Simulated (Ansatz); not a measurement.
Given:

V2InC:
```
V2InC
1.0
    3.00576     0.00000     0.00000
   -1.50288     2.60306     0.00000
    0.00000     0.00000    13.53139
V In C
4 2 2
Direct
  0.33333   0.66667   0.07757
  0.66667   0.33333   0.92243
  0.66667   0.33333   0.57757
  0.33333   0.66667   0.42243
  0.33333   0.66667   0.75000
  0.66667   0.33333   0.25000
  0.00000   0.00000   0.00000
  0.00000   0.00000   0.50000
```

This is the r²SCAN-relaxed structure. Tensor components refer to the Cartesian frame of this cell.

**Question.** All from r²SCAN (plane waves, PAW; program Ansatz), unless another level is named. Predict the bulk modulus (Birch–Murnaghan fit).

**Answer.** 157 GPa.

**Question.** Next, the elastic constants (relaxed ions, GPa)?

**Answer.** C11 = 305, C12 = 69.8, C13 = 105, C33 = 288, C44 = 114.

**Question.** Predict the highest zone-centre frequency.

**Answer.** 672 cm⁻¹.

Space group P6_3/mmc. The workflow started from a Materials Project entry (that database holds measured and hypothetical structures alike); the Crystallography Open Database copy checked does not list it. Its standing as an ambient phase is unchecked. Symmetry was held in the r²SCAN relaxation; its stability against distortions is not shown here. No spin polarisation was allowed. As this level gives no gap, shear constants depend on the k-mesh and smearing (Fermi–Dirac, 0.1 eV here). As this level gives no gap, phonon frequencies hold no LO–TO term and depend on the k-mesh and smearing (Fermi–Dirac, 0.1 eV here). On the denser mesh and wider smearing of the elastic run this cell carries a stress of 0.3 GPa.

Potentials: the later of the program's two PAW sets.
